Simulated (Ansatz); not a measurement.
Pt (fcc, Cu type)

```yaml
crystal:
  lattice:
    - [0.00000, 1.97014, 1.97014]
    - [1.97014, 0.00000, 1.97014]
    - [1.97014, 1.97014, 0.00000]
  atoms:
    - { symbol: Pt, position: [0.00000, 0.00000, 0.00000] }
```

The relaxed cell is deformed in two ways at once: its volume V is scaled, and at that volume it is stretched along z (the c axis of the conventional cell) so that c/a changes. Fractional atomic positions are held.

Level of theory: r2SCAN (plane waves to 500 eV, PAW, scalar-relativistic; Ansatz, an electronic-structure program). k mesh 20×20×20 (Γ-centred), Fermi-Dirac smearing 0.05 eV. Stress and pressure are positive under compression. With partly filled bands, the response to shear is sensitive to the k mesh, so small differences along c/a are uncertain. Pt is run without spin polarisation. Pt was relaxed with its symmetry unable to fall. Spin-orbit coupling is left out, though Pt is heavy. The last digit holds for this mesh only.

Changes of σzz (GPa) from the point V/V₀ = 1.000, (c/a)/(c/a)₀ = 1.000 when one coordinate moves alone (two changes are said to add if the coupling is within 5 % of the smaller one, nearly so within 20 %):

```json
[
 {"point": "V/V₀ = 1.000, (c/a)/(c/a)₀ = 0.880", "change": "4.45"},
 {"point": "V/V₀ = 1.000, (c/a)/(c/a)₀ = 0.940", "change": "2.82"},
 {"point": "V/V₀ = 0.960, (c/a)/(c/a)₀ = 1.000", "change": "12.38"},
 {"point": "V/V₀ = 0.980, (c/a)/(c/a)₀ = 1.000", "change": "5.79"},
 {"point": "V/V₀ = 1.020, (c/a)/(c/a)₀ = 1.000", "change": "-5.09"},
 {"point": "V/V₀ = 1.040, (c/a)/(c/a)₀ = 1.000", "change": "-9.55"},
 {"point": "V/V₀ = 1.000, (c/a)/(c/a)₀ = 1.060", "change": "-3.76"},
 {"point": "V/V₀ = 1.000, (c/a)/(c/a)₀ = 1.120", "change": "-7.31"}
]
```

Q: What is the change at V/V₀ = 1.040, (c/a)/(c/a)₀ = 0.940, where both move, and how far is it from the sum?

A: The sum of the single changes is -9.55 + (2.82) = -6.73; the calculation gives -7.23, so the coupling contributes -0.50 (under 20 % of the smaller single change, nearly additive).

Q: What is the change at V/V₀ = 0.980, (c/a)/(c/a)₀ = 1.060, where both move, and how far is it from the sum?

A: The sum of the single changes is 5.79 + (-3.76) = 2.03; the calculation gives 1.64, so the coupling contributes -0.39 (under 20 % of the smaller single change, nearly additive).

Q: What is the change at V/V₀ = 0.980, (c/a)/(c/a)₀ = 0.880, where both move, and how far is it from the sum?

A: The sum of the single changes is 5.79 + (4.45) = 10.24; the calculation gives 10.62, so the coupling contributes 0.38 (under 20 % of the smaller single change, nearly additive).

(A scan under strain: stresses follow from slopes of the energy per volume, elastic moduli from its curvatures.)
